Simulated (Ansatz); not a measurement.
The calculation used DFT PBE, scalar-relativistic, plane waves, PAW in Ansatz. Cutoff 420 eV, Γ-centred meshes of about 0.25 Å⁻¹ or finer for metals and 0.3 Å⁻¹ for insulators (2π included), Gaussian smearing. No spin polarisation.

A search over trial structures of Ca3ZrN3 gave this relaxed cell.

Space group R3m:H (No. 160). a = 6.874 Å, b = 6.874 Å, c = 8.428 Å, α = 90.00°, β = 90.00°, γ = 120.00°
| atom | site | symmetry | x | y | z |
| --- | --- | --- | --- | --- | --- |
| Ca | 9b | .m | 0.1662 | 0.8338 | 0.3295 |
| Zr | 3a | 3m | 0.3333 | 0.6667 | 0.6396 |
| N | 9b | .m | 0.1543 | 0.8457 | 0.8462 |

Problem. Does it survive phonon and random-displacement tests?

Solution. As far as tested, yes. The phonons on a 2×2×2 q mesh of the computed 7-atom cell show no imaginary mode. (Phonon run: 6×6×6 k mesh, Gaussian smearing of 0.10 eV.) After random moves of the atoms it relaxes back. The optical modes at Γ run from 174 to 494 cm⁻¹, and the highest mode on the mesh lies at 616 cm⁻¹. Ca has 4 N at 2.42–2.46 Å, 4 Zr at 3.28–3.60 Å and 8 Ca at 3.43–3.45 Å; around Zr lie 3 N at 2.13 Å, 3 N at 2.75 Å and 12 Ca at 3.28–3.60 Å; N is surrounded by 1 Zr at 2.13 Å, 4 Ca at 2.42–2.46 Å and 1 Zr at 2.75 Å.

Phonons of metals hang on the k mesh and the smearing.
